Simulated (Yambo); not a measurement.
G0W0@PBEsol for SrAlSiH (space group P3m1, No. 156) in Yambo. Reference settings: 3×3×2 Γ-centred k mesh, 136 bands and a 8 Ry block in the screening, 136 bands in G with the Bruneval-Gonze terminator, plasmon pole fitted at 27.2 eV. The PBEsol gap A → (0, 0.333, 0) on this mesh is 0.81 eV; G0W0 gaps are taken between the same points.

With and without the terminator, as bands are cut:

| bands in G (in W) | gap, terminator (eV) | gap, none (eV) | valence shift, terminator (eV) | valence shift, none (eV) |
|---|---|---|---|---|
| 47 (136) | 1.358 | 1.298 | -0.516 | -0.166 |
| 85 (136) | 1.359 | 1.330 | -0.569 | -0.419 |
| 136 (136) | 1.360 | 1.348 | -0.582 | -0.524 |

Over this range the gap spans 0.002 eV with the terminator and 0.050 eV without, the valence shift 0.066 eV and 0.358 eV. Neither column has reached its limit for certain.

Geometry relaxed with PBEsol; primitive cell a = 4.207 Å, b = 4.207 Å, c = 4.786 Å, α = 90.00°, β = 90.00°, γ = 120.00°.

The structure is a Materials Project entry; no match was found in the copy of COD used, and its stability was not checked.

A shift is the quasiparticle energy of the state minus its PBEsol energy.
